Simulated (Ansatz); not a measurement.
**Question.** Hf (hcp (Mg type), P6_3/mmc) is relaxed with PBEsol in the plane-wave PAW code Ansatz. What lattice parameters of the conventional cell result?

**Answer.** a = 3.160 Å, c = 4.996 Å.

Symmetry was held in the PBEsol relaxation. No spin polarisation was allowed. Axis ratios of metals converge slowly with the k-mesh, so a and c are less sure than the volume. Scalar-relativistic: spin–orbit coupling is off unless named, which matters more the heavier the elements.

Potentials: the earlier of the program's two PAW sets. The files were generated under PBE; for other functionals the program regenerates the frozen cores, and for LDA and PBEsol the local potential too.
